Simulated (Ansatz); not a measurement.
# SiO2: computed property card

SiO2:
```xyz
12
Lattice="-2.6237 4.7538 4.4517 2.6237 -4.7538 4.4517 2.6237 4.7538 -4.4517" Properties=species:S:1:pos:R:3 pbc="T T T"
Si     0.0000     0.7939     7.5163
Si     2.6237     3.9599    -3.0647
Si     2.6237    -0.7939     3.0647
Si     0.0000     5.5476     1.3870
O      2.6237    -2.3769     3.3661
O      0.0000     7.1307     1.0856
O      1.3118     5.1400     2.2258
O      1.3118    -0.3862     2.2258
O      1.3118     4.3676    -2.2258
O     -1.3118     5.1400     2.2258
O      0.0000     0.0000     0.0000
O      0.0000     4.7538     0.0000
```

Space group Imma (No. 74); conventional cell a = 5.2473 Å, b = 9.5075 Å, c = 8.9033 Å, α = β = γ = 90.00°.

Method: r²SCAN (plane waves, PAW; program Ansatz). Structure relaxed to zero pressure with the same functional. Other levels are named where they apply.

**Cell and energy**

```
Quantity                                                      Result
-----------------------------------------------------  -------------
Volume per atom                                             18.51 Å³
Density                                                   1.80 g/cm³
Formation energy from the elements (no fitted shifts)  -2.97 eV/atom
```

**Electronic structure**

```
Quantity                                                       Value
----------------------------  --------------------------------------
Band gap                                            6.18 eV (direct)
Valence-band maximum                                            at Γ
Conduction-band minimum                                         at Γ
Electron effective mass       0.60, 0.64, 0.64 mₑ (principal values)
Hole effective mass                   0.90 along x, 2.2 along z (mₑ)
HSE06 gap on the r²SCAN cell                                 7.16 eV
```

**Mechanics**

```
Item                                                                                                                                    Result
-------------------------------------  -------------------------------------------------------------------------------------------------------
Elastic constants (relaxed ions, GPa)  C11 = 207, C22 = 44.5, C33 = 212, C12 = 48.6, C13 = 112, C23 = 86.3, C44 = 50.2, C55 = 20.5, C66 = -8.8
Mechanical stability                                                                                    unstable (C has a negative eigenvalue)
```

**Dielectric response**

```
Property                                                            Value
----------------------------------------  -------------------------------
Electronic dielectric constant ε∞ (DFPT)  1.92 (xx), 1.87 (yy), 1.89 (zz)
Born charges (a third of the trace)          Si +3.33, O -1.74 to -1.62 e
```

**Phonons**

```
Quantity                                                                     Result
--------------------------------------------------  -------------------------------
Highest zone-centre frequency (without LO–TO term)                        37.80 THz
Zone-centre stability                               unstable, softest mode 64i cm⁻¹
```

**Charges**

```
Item                        Result
-------------  -------------------
Bader charges  Si +3.38, O -1.69 e
```

The first step of the workflow began from a Materials Project structure, measured or hypothetical; the Crystallography Open Database copy checked does not list it. It is not the phase usual at ambient conditions (space group No. 92, 152, 154). The cell was relaxed with r²SCAN under the symmetry of its start. The references are the lowest solids computed at this level, not always the standard phases (solids in place of the gases).

Potentials: the earlier of the program's two PAW sets. The files were generated under PBE; for other functionals the program regenerates the frozen cores, and for LDA and PBEsol the local potential too.
